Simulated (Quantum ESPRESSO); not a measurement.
Sc5Nb3, input and log of a self-consistent run

A calculation, not a measurement. The program is pw.x of Quantum ESPRESSO 7.5 (plane-wave density functional theory). The cell is made up: eight metal atoms on a face-centred cubic lattice, with elements, volume, strain and displacements drawn at random and not relaxed, so it may be unstable or far from any real phase. PseudoDojo standard norm-conserving files set the functional (PBE unless stated); there is no spin polarisation or spin-orbit coupling, the Fermi-Dirac width of 0.25 eV means electrons at about 2900 K, and the masses in the input are unused placeholders. A spin test at this wide smearing found no moment, but such smearing suppresses magnetism that the real alloy may have.

Input:

```
&control calculation='scf', pseudo_dir='./dojo.nc.sr.pbe.v0_5.standard.upf', outdir='./o', disk_io='minimal', tprnfor=.true., tstress=.true. /
&system ibrav=0, nat=8, ntyp=2, nbnd=65, ecutwfc=82.02448710, nosym=.true., tot_charge=0,
 occupations='smearing', smearing='fd', degauss=0.0183746611
/
&electrons conv_thr=1.470e-08, electron_maxstep=70, mixing_beta=0.5 /
ATOMIC_SPECIES
Nb 1.0 Nb.upf
Sc 1.0 Sc.upf
CELL_PARAMETERS angstrom
-0.0634 -0.0009 -4.288
-4.2629 0.0013 -0.0634
2.1606 8.6335 2.1774
ATOMIC_POSITIONS angstrom
Sc 0.176 -0.0561 -0.0412
Nb -2.111 2.1436 -0.0789
Sc -0.0168 4.4192 0.001
Nb -2.1428 6.4659 0.0655
Sc -2.0826 0.0119 -2.1821
Sc -0.0075 2.1595 -2.1422
Sc -2.1173 4.3423 -2.1632
Nb -0.0944 6.4767 -2.1258
K_POINTS automatic
6 6 3 1 1 1
```

The log is shortened where brackets say so; the opening notice, blank lines, dates and the lines on written files are dropped, and the path of the files is cut. It prints rydbergs, bohrs and kilobars, and counts compression as positive stress. Its total energy is the free energy E - TS of the whole cell.

```
     Program PWSCF v.7.5
     Parallel version (MPI & OpenMP), running on       4 processor cores
     Number of MPI processes:                 4
     Threads/MPI process:                     1
     [start-up lines left out]
     bravais-lattice index     =            0
     lattice parameter (alat)  =       8.1040  a.u.
     unit-cell volume          =    1064.7752 (a.u.)^3
     number of atoms/cell      =            8
     number of atomic types    =            2
     number of electrons       =        94.00
     number of Kohn-Sham states=           65
     kinetic-energy cutoff     =      82.0245  Ry
     charge density cutoff     =     328.0979  Ry
     scf convergence threshold =      1.5E-08
     mixing beta               =       0.5000
     number of iterations used =            8  plain     mixing
     Exchange-correlation= PBE
                           (   1   4   3   4   0   0   0)
     [axes and pseudopotential details left out]
   Cartesian axes
     site n.     atom                  positions (alat units)
         1        Sc     tau(   1) = (   0.0410403  -0.0130816  -0.0096072  )
         2        Nb     tau(   2) = (  -0.4922503   0.4998521  -0.0183982  )
         3        Sc     tau(   3) = (  -0.0039175   1.0304844   0.0002332  )
         4        Nb     tau(   4) = (  -0.4996655   1.5077410   0.0152735  )
         5        Sc     tau(   5) = (  -0.4856279   0.0027749  -0.5088296  )
         6        Sc     tau(   6) = (  -0.0017489   0.5035597  -0.4995256  )
         7        Sc     tau(   7) = (  -0.4937193   1.0125526  -0.5044225  )
         8        Nb     tau(   8) = (  -0.0220125   1.5102593  -0.4957014  )
     number of k points=    54  Fermi-Dirac smearing, width (Ry)=  0.0184
                       cart. coord. in units 2pi/alat
        k(    1) = (  -0.0825736   0.1241700  -0.0821476), wk =   0.0370370
        k(    2) = (  -0.0826756  -0.2069719  -0.0820766), wk =   0.0370370
     [further k points left out]
     Dense  grid:   106859 G-vectors     FFT dimensions: (  48,  48, 100)
     Estimated max dynamical RAM per process >     348.39 MB
     Estimated total dynamical RAM >       1.28 GB
     Initial potential from superposition of free atoms
     starting charge      93.9798, renormalised to      94.0000
     Starting wfcs are   80 randomized atomic wfcs
     total cpu time spent up to now is        6.1 secs
     per-process dynamical memory:   283.8 Mb
     Self-consistent Calculation
     iteration #  1     ecut=    82.02 Ry     beta= 0.50
     Davidson diagonalization with overlap
     ethr =  1.00E-02,  avg # of iterations =  3.2
     total cpu time spent up to now is       18.3 secs
     total energy              =    -856.71785442 Ry
     estimated scf accuracy    <       1.59230761 Ry
     iteration #  2     ecut=    82.02 Ry     beta= 0.50
     Davidson diagonalization with overlap
     ethr =  1.69E-03,  avg # of iterations =  7.8
     total cpu time spent up to now is       36.6 secs
     total energy              =    -854.99596380 Ry
     estimated scf accuracy    <      35.39132110 Ry
     iteration #  3     ecut=    82.02 Ry     beta= 0.50
     Davidson diagonalization with overlap
     ethr =  1.69E-03,  avg # of iterations =  6.5
     total cpu time spent up to now is       50.8 secs
     total energy              =    -856.90805958 Ry
     estimated scf accuracy    <      14.50835683 Ry
     iteration #  4     ecut=    82.02 Ry     beta= 0.50
     Davidson diagonalization with overlap
     ethr =  1.69E-03,  avg # of iterations =  2.2
     total cpu time spent up to now is       61.9 secs
     total energy              =    -857.59124658 Ry
     estimated scf accuracy    <       0.18812306 Ry
     iteration #  5     ecut=    82.02 Ry     beta= 0.50
     Davidson diagonalization with overlap
     ethr =  2.00E-04,  avg # of iterations =  6.5
     total cpu time spent up to now is       77.7 secs
     total energy              =    -857.61231848 Ry
     estimated scf accuracy    <       0.11352848 Ry
     [iterations 6 to 19 left out]
     iteration # 20     ecut=    82.02 Ry     beta= 0.50
     Davidson diagonalization with overlap
     ethr =  5.20E-09,  avg # of iterations =  2.0
     total cpu time spent up to now is      252.8 secs
     total energy              =    -857.59937956 Ry
     estimated scf accuracy    <       0.00000038 Ry
     iteration # 21     ecut=    82.02 Ry     beta= 0.50
     Davidson diagonalization with overlap
     ethr =  4.09E-10,  avg # of iterations =  6.2
     total cpu time spent up to now is      269.0 secs
     total energy              =    -857.59937974 Ry
     estimated scf accuracy    <       0.00000031 Ry
     iteration # 22     ecut=    82.02 Ry     beta= 0.50
     Davidson diagonalization with overlap
     ethr =  3.32E-10,  avg # of iterations =  1.7
     total cpu time spent up to now is      279.0 secs
     total energy              =    -857.59937975 Ry
     estimated scf accuracy    <       0.00000011 Ry
     iteration # 23     ecut=    82.02 Ry     beta= 0.50
     Davidson diagonalization with overlap
     ethr =  1.20E-10,  avg # of iterations =  2.0
     total cpu time spent up to now is      289.6 secs
     total energy              =    -857.59937975 Ry
     estimated scf accuracy    <       0.00000002 Ry
     iteration # 24     ecut=    82.02 Ry     beta= 0.50
     Davidson diagonalization with overlap
     ethr =  2.51E-11,  avg # of iterations =  5.0
     total cpu time spent up to now is      302.9 secs
     End of self-consistent calculation
     [lines on levels left out]
!    total energy              =    -857.59937975 Ry
     estimated scf accuracy    <          2.6E-09 Ry
     smearing contrib. (-TS)   =      -0.14851409 Ry
     internal energy E=F+TS    =    -857.45086567 Ry
     The total energy is F=E-TS. E is the sum of the following terms:
     one-electron contribution =    -217.65696016 Ry
     hartree contribution      =     144.94262601 Ry
     xc contribution           =    -159.80036660 Ry
     ewald contribution        =    -624.93616491 Ry
     convergence has been achieved in  24 iterations
     Forces acting on atoms (cartesian axes, Ry/au):
     atom    1 type  2   force =    -0.03872326    0.00542029    0.01718616
     atom    2 type  1   force =     0.00687418    0.00729147    0.00984167
     atom    3 type  2   force =     0.00887239   -0.01310220    0.00095617
     atom    4 type  1   force =     0.00499870    0.01068960   -0.01839809
     atom    5 type  2   force =     0.00471777   -0.01262610   -0.00628851
     atom    6 type  2   force =     0.00729110    0.00386271   -0.00645087
     atom    7 type  2   force =    -0.02007672    0.00103267    0.00349790
     atom    8 type  1   force =     0.02604584   -0.00256845   -0.00034444
     Total force =     0.064676     Total SCF correction =     0.000197
     Computing stress (Cartesian axis) and pressure
          total   stress  (Ry/bohr**3)                   (kbar)     P=       84.26
   0.00054722  -0.00000661  -0.00011288           80.50       -0.97      -16.61
  -0.00000661   0.00065379  -0.00000620           -0.97       96.18       -0.91
  -0.00011288  -0.00000620   0.00051737          -16.61       -0.91       76.11
     init_run     :      5.81s CPU      6.00s WALL (       1 calls)
     electrons    :    295.21s CPU    296.82s WALL (       1 calls)
     forces       :      1.71s CPU      1.72s WALL (       1 calls)
     stress       :      5.69s CPU      5.70s WALL (       1 calls)
     [timing details left out]
     PWSCF        :   5m 8.52s CPU   5m10.36s WALL
     JOB DONE.
```

In other units: free energy -11668.234 eV for the cell, pressure 8.43 GPa, largest force component 0.996 eV/Å in size. The run took 312 s of wall time with four MPI processes on a shared machine (Intel Xeon, 2023 or later, virtual cores), so the time is rough. A rerun of this cell at a higher cutoff and on a denser mesh moved values by no more than 0.005 eV in energy, 0.02 GPa in stress and 0.003 eV/Å in force, and a second program with other atomic files agreed on that cell to 2 % rms in force and 0.5 GPa in pressure.